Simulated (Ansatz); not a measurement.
ZnAu:
```
ZnAu
1.0
    3.14880     0.00000     0.00000
    0.00000     3.14880     0.00000
    0.00000     0.00000     3.14880
Au Zn
1 1
Direct
  0.00000   0.00000   0.00000
  0.50000   0.50000   0.50000
```

Relaxed with r²SCAN. Special points in fractions of this cell's reciprocal vectors: Γ (0.000, 0.000, 0.000); X (0.000, 0.500, 0.000); M (0.500, 0.500, 0.000); R (0.500, 0.500, 0.500).

**Question.** List the band energies nearest the Fermi level at these points for r²SCAN in the plane-wave PAW code Ansatz.

**Answer.** In eV from the Fermi level; about four levels below and three above (degenerate sets whole), none deeper than 8.9 eV; points with the same levels are listed once.

```
k                          below                     above
-  -----------------------------  ------------------------
Γ  -5.82 -5.82 -4.07 -4.07 -4.07            5.19 5.19 5.19
X        -5.28 -5.28 -4.23 -2.63         10.68 11.46 11.46
M  -4.44 -4.44 -3.47 -2.10 -2.10           0.76 2.67 10.94
R  -6.84 -6.84 -6.84 -3.42 -3.42  1.69 3.68 3.80 3.80 3.80
```

Space group Pm-3m (CsCl type). Symmetry was held in the r²SCAN relaxation. Spin–orbit coupling is left out wherever it is not named.

Potentials: the later of the program's two PAW sets.
